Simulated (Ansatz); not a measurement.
YPt2:
```
CELL_PARAMETERS angstrom
      0.00000     3.82334     3.82334
      3.82334     0.00000     3.82334
      3.82334     3.82334     0.00000
ATOMIC_POSITIONS crystal
  Y  0.50000 0.50000 0.50000
  Y  0.75000 0.75000 0.75000
  Pt 0.12500 0.12500 0.12500
  Pt 0.62500 0.12500 0.12500
  Pt 0.12500 0.12500 0.62500
  Pt 0.12500 0.62500 0.12500
```

Relaxed with r²SCAN. Special points in fractions of this cell's reciprocal vectors: Γ (0.000, 0.000, 0.000); X (0.500, 0.000, 0.500); U (0.625, 0.250, 0.625); K (0.375, 0.375, 0.750); L (0.500, 0.500, 0.500); W (0.500, 0.250, 0.750).

Question: List the band energies nearest the Fermi level at these points for r²SCAN (plane waves, PAW; program Ansatz).

Answer: In eV from the Fermi level; about four levels below and three above (degenerate sets whole), none deeper than 8.9 eV; points with the same levels are listed once.

```tsv
k	below	above
Γ	-1.07 -1.07 -0.46 -0.46 -0.46	0.55 0.55 0.55
X	-1.84 -1.84 -0.13 -0.13	1.88 1.88 2.29 2.29
U	-2.26 -1.68 -1.27 -0.38	0.30 1.51 1.62
L	-2.09 -2.09 -1.67 -1.67	0.50 0.54 0.63 0.63
W	-1.30 -1.30 -0.16 -0.16	1.70 1.70 1.80 1.80
```

Space group Fd-3m (cubic Laves (MgCu2 type)). The workflow started from an entry of the Crystallography Open Database (COD). Its standing as an ambient phase is unchecked. The cell was relaxed with r²SCAN under the symmetry of its start; whether a distortion lowers the energy is not shown. No spin polarisation was allowed. Scalar-relativistic: spin–orbit coupling is off unless named, which matters more the heavier the elements.

Potentials: the later of the program's two PAW sets.
